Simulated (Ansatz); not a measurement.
Si:
```cif
data_Si4
_chemical_formula_sum 'Si4'
_space_group_name_H-M_alt 'P 1'
_space_group_IT_number 1
_cell_length_a 3.82521
_cell_length_b 3.82521
_cell_length_c 6.32354
_cell_angle_alpha 90.000
_cell_angle_beta 90.000
_cell_angle_gamma 120.000
loop_
_space_group_symop_operation_xyz
  'x, y, z'
loop_
_atom_site_label
_atom_site_type_symbol
_atom_site_fract_x
_atom_site_fract_y
_atom_site_fract_z
_atom_site_occupancy
Si1 Si 0.33333 0.66667 0.06298 1
Si2 Si 0.66667 0.33333 0.93702 1
Si3 Si 0.66667 0.33333 0.56298 1
Si4 Si 0.33333 0.66667 0.43702 1
```

Relaxed with PBEsol. DFT-PBEsol in the program Ansatz with PAW potentials gives a gap of 0.30 eV.

**Question.** What gap does HSE06 give on the same cell (Ansatz, PAW)?

**Answer.** 0.96 eV, 0.66 eV more. The hybrid was solved on a coarser mesh and at special points; the gap given is the minimum over both.

```csv
k,v1 PBEsol,c1 PBEsol,v1 HSE06,c1 HSE06
Γ,0.00,0.97,(withheld),(withheld)
A,-0.94,1.75,(withheld),(withheld)
K,-3.39,0.69,(withheld),(withheld)
H,-2.01,1.48,-2.19,2.22
M,-1.45,0.30,-1.59,0.96
L,-2.45,0.82,(withheld),(withheld)
```

**Question.** Top valence (v1) and lowest conduction level (c1) in eV from each method's valence maximum (which need not be a listed point): supply the withheld HSE06 values.

**Answer.** 
- Γ, v1 HSE06: 0.00
- Γ, c1 HSE06: 1.70
- A, v1 HSE06: -1.01
- A, c1 HSE06: 2.53
- K, v1 HSE06: -3.66
- K, c1 HSE06: 1.36
- L, v1 HSE06: -2.67
- L, c1 HSE06: 1.51

Cost on shared cores: the PBEsol run (SCF on a 8×8×5 mesh, then bands and DOS) about 6 core-seconds (a rough figure), the HSE06 run (SCF on 6×6×4, then a few points) around 40 core-seconds (rough); the tasks are unlike.

Space group P6_3/mmc. The workflow started from a Materials Project entry (that database holds measured and hypothetical structures alike); the Crystallography Open Database copy checked does not list it. It is not the phase usual at ambient conditions (space group No. 227). The PBEsol relaxation kept the symmetry of its start; whether a distortion lowers the energy is not shown.

Potentials: the earlier of the program's two PAW sets. The files were generated under PBE; for other functionals the program regenerates the frozen cores, and for LDA and PBEsol the local potential too.
